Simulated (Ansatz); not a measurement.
Input file for Ansatz (a program for electronic structure):

Ansatz 0.2 input:
```yaml
crystal:
  lattice:
    - [0.0, 2.3592123884, 2.3592123884]
    - [2.3592123884, 0.0, 2.3592123884]
    - [2.3592123884, 2.3592123884, 0.0]
  atoms:
    - { symbol: Pt, position: [0.0, 0.0, 0.0] }
    - { symbol: C, position: [0.25, 0.25, 0.25] }
kpoints:
  mp_grid: { grid: [11, 11, 11] }
  band_path:
    path:
      - [[0.0, 0.0, 0.0], [0.5, 0.0, 0.5], [0.625, 0.25, 0.625]]  # Γ-X-U
      - [[0.375, 0.375, 0.75], [0.0, 0.0, 0.0], [0.5, 0.5, 0.5], [0.5, 0.25, 0.75], [0.5, 0.0, 0.5]]  # K-Γ-L-W-X
    npoints: 12
basis: { ecutwfc: 600, xc_grid: 2 }
hamiltonian:
  xc: pbe
  pseudopotentials: { azcp: { folder: ./paw }, kind: paw_fr }
magnetization: { noncollinear: true, spin_orbit: true }
scf:
  n_extra_bands: 12
  convergence: { dr2_threshold: 0.0000000001 }
  occupations: { method: gaussian, width: 0.05 }
output: { eigenvalues: true }
```

Output (shortened):

```
Pseudopotential: Pt, paw, valence charge 18
Pseudopotential: C, paw, valence charge 4
Functional definition: PBE
non-collinear run that drives no moment, with spin-orbit …
Crystal: 2 atoms, lattice volume = 26.262 Å³
Basis set: ecut = 600 eV, 893 PW (Γ), exchange–correlation on 54×54×54 points (8 copies of the dense FFT grid, shifted against one another)
Bands: 34, of which v1, the nominal top of the filled ones, is band 22 counted from 1 (21 counted from 0)
Symmetry: 24 space group operations + 24 with time reversal
k-points: 56 of 1331 (time reversal used)
Projection manifold: j_resolved (fully-relativistic pseudo-atomic orbitals)
SCF iter   1: F=—  HF=-12810.408170 eV  |F-HF|=—  |Δ(HF+E_count)|=         —  Δρ=1.59e-1  dr2=8.70e0  dr2_m=0.00e0 (ungated)  ethr=3.10e-3  |M|=0.00e0 ∫|m|=0.00e0 μB  |m|>n=0.0e0 m-floor=0.0e0 τ_xc=0.0e0  β_m=0.30  ⟨swp⟩=6.4  Hψ=9346  notcnv=0  defer=17
preconditioner: auto → none
SCF iter   2: F=—  HF=-12808.888673 eV  |F-HF|=—  |Δ(HF+E_count)|=    1.52e0  Δρ=7.31e-2  dr2=1.71e0  dr2_m=0.00e0 (ungated)  ethr=3.10e-3  |M|=0.00e0 ∫|m|=0.00e0 μB  |m|>n=0.0e0 m-floor=0.0e0 τ_xc=0.0e0  β_m=0.41  ⟨swp⟩=2.9  Hψ=3621  notcnv=0  defer=288
SCF iter   3: F=—  HF=-12808.540460 eV  |F-HF|=—  |Δ(HF+E_count)|=   3.48e-1  Δρ=1.77e-2  dr2=3.28e-2  dr2_m=0.00e0 (ungated)  ethr=3.10e-3  |M|=0.00e0 ∫|m|=0.00e0 μB  |m|>n=0.0e0 m-floor=0.0e0 τ_xc=0.0e0  β_m=0.64  ⟨swp⟩=2.1  Hψ=2733  notcnv=0  defer=288
SCF iter   4: F=—  HF=-12808.548878 eV  |F-HF|=—  |Δ(HF+E_count)|=   8.42e-3  Δρ=4.00e-3  dr2=2.89e-3  dr2_m=0.00e0 (ungated)  ethr=1.49e-4  |M|=0.00e0 ∫|m|=0.00e0 μB  |m|>n=0.0e0 m-floor=0.0e0 τ_xc=0.0e0  β_m=0.54  ⟨swp⟩=3.0  Hψ=3821  notcnv=0  defer=292
SCF iter   5: F=—  HF=-12808.548146 eV  |F-HF|=—  |Δ(HF+E_count)|=   7.32e-4  Δρ=1.14e-3  dr2=1.88e-4  dr2_m=0.00e0 (ungated)  ethr=1.31e-5  |M|=0.00e0 ∫|m|=0.00e0 μB  |m|>n=0.0e0 m-floor=0.0e0 τ_xc=0.0e0  β_m=0.75  ⟨swp⟩=2.3  Hψ=2328  notcnv=0  defer=292
SCF iter   6: F=—  HF=-12808.548131 eV  |F-HF|=—  |Δ(HF+E_count)|=   1.53e-5  Δρ=8.18e-5  dr2=9.17e-7  dr2_m=0.00e0 (ungated)  ethr=8.56e-7  |M|=0.00e0 ∫|m|=0.00e0 μB  |m|>n=0.0e0 m-floor=0.0e0 τ_xc=0.0e0  β_m=0.85  ⟨swp⟩=2.0  Hψ=2262  notcnv=0  defer=292
SCF iter   7: F=—  HF=-12808.548132 eV  |F-HF|=—  |Δ(HF+E_count)|=   1.41e-6  Δρ=5.60e-6  dr2=5.53e-9  dr2_m=0.00e0 (ungated)  ethr=4.17e-9  |M|=0.00e0 ∫|m|=0.00e0 μB  |m|>n=0.0e0 m-floor=0.0e0 τ_xc=0.0e0  β_m=0.90  ⟨swp⟩=2.1  Hψ=2450  notcnv=0  defer=292
SCF iter   8: F=-12808.548132 eV  HF=-12808.548132 eV  |F-HF|=5.09e-11  |Δ(HF+E_count)|=   1.01e-8  Δρ=8.33e-7  dr2=8.76e-11  dr2_m=0.00e0 (ungated)  ethr=1.00e-12  |M|=0.00e0 ∫|m|=0.00e0 μB  |m|>n=0.0e0 m-floor=0.0e0 τ_xc=0.0e0  ⟨swp⟩=7.6  Hψ=8671  notcnv=0
SCF 1 converged in 8 iterations: F = -12808.548132 eV  dr2 = 8.76e-11
NSCF: frozen V_eff on 74 k-points
SCF converged after 8 iterations
Magnetization: |M| = 0.0000 μB,  M = (+0.0000, +0.0000, +0.0000) μB
Absolute magnetization: 0.0000 μB (∫|m|)
  site 0: m = (+0.0000, +0.0000, +0.0000) μB, |m| = 0.0000 μB  (R = 0.84 Å)
  site 1: m = (+0.0000, +0.0000, +0.0000) μB, |m| = 0.0000 μB  (R = 0.84 Å)
Free energy (F): -12808.548132 eV
Harris-Foulkes:  -12808.548132 eV  (|F-HF|=5.09e-11)
Internal energy: -12808.546759 eV  (E = F + TS)
E sigma→0 (E₀):  -12808.547446 eV
Entropy (-TS):   -0.001374 eV (-0.687 meV/atom)
Fermi energy:    16.331331 eV
--- Per-component energies (eV) ---
  E_band       = -254.800497
  E_kinetic    = 662.169759
  E_local      = -2023.418086  (includes V_loc(G=0)·N_el)
  E_nonlocal   = 236.156242
  E_hartree    = 759.980355
  E_xc         = -272.622558
  E_vxc        = -320.799002  (∫ρ·V_xc dr)
  E_paw        = -9615.957221  (= ΣΔE_a)
  E_vpaw       = -328.870338  (= ΣTr[D̂ρ^β])
  E_aug_tail   = 0.000101  (compensation charges beyond the density's cutoff)
  E_ewald      = -2554.855349
  E_smearing   = -0.001374  (= −TS)
  E_closure    =  0.000000  (closes the sum)
  Σ components = -12808.548132   (vs F -12808.548132, Δ=0.00e0)
  [band-id]    e_kinetic+e_local+e_nonlocal+2·e_hartree+e_vxc+e_vpaw+e_augmentation_tail = -254.800616   (vs E_band -254.800497, Δ=-1.19e-4)
--- Band table (eV; the first three rows and the last of 56) ---
  k-point 0: bands = ["-83.5662", "-83.5662", "-48.8234", "-48.8234", "-33.8306", "-33.8306", "-33.8306", "-33.8306", "2.0256", "2.0256", "8.7771", "8.7771", "8.7771", "8.7771", "9.3049", "9.3049", "12.4333", "12.4333", "12.4333", "12.4333", "19.0946", …
  k-point 1: bands = ["-83.5661", "-83.5661", "-48.8243", "-48.8243", "-33.8357", "-33.8357", "-33.8318", "-33.8318", "2.1547", "2.1547", "8.7624", "8.7624", "8.7923", "8.8699", "9.3364", "9.3364", "12.3374", "12.3818", "12.3818", "12.5146", "19.3123", …
  k-point 2: bands = ["-83.5657", "-83.5657", "-48.8266", "-48.8266", "-33.8494", "-33.8494", "-33.8348", "-33.8348", "2.5087", "2.5087", "8.7229", "8.7229", "8.8925", "9.0338", "9.4759", "9.4759", "12.2775", "12.2775", "12.2888", "12.6082", "18.8799", …
  k-point 55: bands = ["-83.5637", "-83.5637", "-48.8386", "-48.8372", "-33.8964", "-33.8864", "-33.8747", "-33.8714", "4.1749", "4.3451", "8.9197", "9.2228", "9.9981", "10.3032", "10.7510", "11.0252", "12.0140", "12.4148", "13.0357", "13.1875", "14.1107", …
```

Cost: around 29 core-seconds (rough) on shared cores.

Space group F-43m (zinc blende). The start of the workflow was typed in or built on a structure type; neither database checked (COD, Materials Project) lists it. Whether it is the stable phase at ambient conditions was not checked. The cell was relaxed with PBE under the symmetry of its start; its stability against distortions is not shown here. The run is not spin-polarised. Its formation energy is positive at this level, so the cell may be metastable or incomplete.

Potentials: the earlier of the program's two PAW sets.

Ansatz is a plane-wave DFT program.
